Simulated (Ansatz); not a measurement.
GaAs in space group Pm-3n (No. 223; Ga on 6c, As on 6d) at seven volumes, PBE (plane waves, PAW; program Ansatz), scaled uniformly. One row is withheld.

| V (Å³/atom) | P (GPa) |
|---|---|
| 26.992 | 5.39 |
| 27.881 | 3.27 |
| 28.771 | 1.49 |
| 29.661 | 0.00 |
| 30.551 | -1.26 |
| 31.441 | ? |
| 32.331 | -3.22 |

Problem. Fit the shown pressures and predict the withheld one.

Solution. Third-order Birch–Murnaghan: P = (3/2)B₀(x^(7/2) − x^(5/2))[1 + (3/4)(B′ − 4)(x − 1)] with x = (V₀/V)^(2/3). Least squares on the six rows gives V₀ = 29.659 Å³/atom, B₀ = 45.72 GPa, B′ = 4.73. At V = 31.441, x = 0.9618 and P = -2.32 GPa. The run itself gave -2.33 GPa.

The start of the workflow was typed in or built on a structure type; neither database checked (COD, Materials Project) lists it. It is not the phase usual at ambient conditions (space group No. 216). Symmetry was held in the PBE relaxation; whether a distortion lowers the energy is not shown. The volume moved by 27 % from the start of the relaxation.

Potentials: the earlier of the program's two PAW sets.
